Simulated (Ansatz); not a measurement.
Data sheet: BP (DFT)

BP:
```cif
data_BP
_chemical_formula_sum 'B1 P1'
_space_group_name_H-M_alt 'P 1'
_space_group_IT_number 1
_cell_length_a 2.69062
_cell_length_b 2.69062
_cell_length_c 2.69062
_cell_angle_alpha 90.000
_cell_angle_beta 90.000
_cell_angle_gamma 90.000
loop_
_space_group_symop_operation_xyz
  'x, y, z'
loop_
_atom_site_label
_atom_site_type_symbol
_atom_site_fract_x
_atom_site_fract_y
_atom_site_fract_z
_atom_site_occupancy
B1 B 0.00000 0.00000 0.00000 1
P1 P 0.50000 0.50000 0.50000 1
```

Space group Pm-3m (No. 221), CsCl type; conventional cell a = 2.691 Å, b = 2.691 Å, c = 2.691 Å, α = 90.00°, β = 90.00°, γ = 90.00°.

Method: PBEsol in the plane-wave PAW code Ansatz. Structure relaxed to zero pressure with the same functional. Other levels are named where they apply.

Cell and energy:

```
Item                                                         Result
-----------------------------------------------------  ------------
Volume per atom                                             9.74 Å³
Density                                                  3.56 g/cm³
Formation energy from the elements (no fitted shifts)  1.30 eV/atom
```

Electronic structure:

```
Quantity                                                                     Value
------------------------------------  --------------------------------------------
Electronic character                                             metallic (no gap)
Density of states at the Fermi level  0.39 states/eV per atom (mean over ±0.08 eV)
```

Mechanics:

```
Item                                                                   Result
-------------------------------------  --------------------------------------
Bulk modulus (Birch–Murnaghan fit)                                    146 GPa
Pressure derivative B′                                                    3.9
Elastic constants (relaxed ions, GPa)       C11 = 134, C12 = 152, C44 = -52.7
Mechanical stability                   unstable (C has a negative eigenvalue)
```

Phonons:

```
Item                                             Result
---------------------  --------------------------------
Zone-centre stability  unstable, softest mode 187i cm⁻¹
```

The start of the workflow was typed in or built on a structure type; neither database checked (COD, Materials Project) lists it. It is not the phase usual at ambient conditions (space group No. 216). The PBEsol relaxation kept the symmetry of its start. The volume moved by 16 % from the start of the relaxation. Its formation energy is positive at this level, so the cell may be metastable or incomplete. As this level gives no gap, shear constants depend on the k-mesh and smearing (Fermi–Dirac, 0.1 eV here). As this level gives no gap, phonon frequencies hold no LO–TO term and depend on the k-mesh and smearing (Fermi–Dirac, 0.1 eV here). The references are the lowest solids computed at this level, not always the standard phases.

Potentials: the later of the program's two PAW sets.
